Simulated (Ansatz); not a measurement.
Relaxed-ion elastic tensor of Zn₃In₂O₆ in space group P2_1/m (No. 11; Pearson symbol mP44) in GPa (Voigt order), DFT-r²SCAN in the program Ansatz with PAW potentials; density 6.29 g/cm³, 12.53 Å³ per atom.

```
 234   148   115   0.0   5.8   0.0
 148   237   115   0.0  -5.2   0.0
 115   115   141   0.0  -0.5   0.0
 0.0   0.0   0.0  48.0   0.0  -5.7
 5.8  -5.2  -0.5   0.0  47.8   0.0
 0.0   0.0   0.0  -5.7   0.0  43.7
```

Q: Is the crystal mechanically stable?

A: Yes: the smallest eigenvalue of C is 39.7 GPa.

Q: Work out the Voigt, Reuss and Hill averages.

A: K_V = 152, K_R = 135, K_H = 143; G_V = 43.5, G_R = 41.0, G_H = 42.2 GPa.

Q: Give Young's modulus, Poisson's ratio, Pugh's ratio and the universal anisotropy index.

A: E = 9KG/(3K + G) = 115 GPa; ν = 0.37; K/G = 3.40 (ductile by the Pugh limit of 1.75); A_U = 5G_V/G_R + K_V/K_R − 6 = 0.43.

Q: Estimate the sound speeds and the Debye temperature.

A: v_l = √((K + 4G/3)/ρ) = 5640 m/s, v_t = √(G/ρ) = 2590 m/s, mean 2920 m/s; Θ = (h/k)(3n/4πV)^(1/3) v_m = 374 K.

Q: How much does each axis shrink under pressure?

A: Linear compressibilities β_i = Σ_j S_ij (j = 1 to 3): x 0.95, y 0.92, z 5.6 per TPa.

The first step of the workflow began from a Materials Project structure, measured or hypothetical; the Crystallography Open Database copy checked does not list it. Its standing as an ambient phase is unchecked. The cell was relaxed with r²SCAN under the symmetry of its start; its stability against distortions is not shown here.

Potentials: the earlier of the program's two PAW sets.
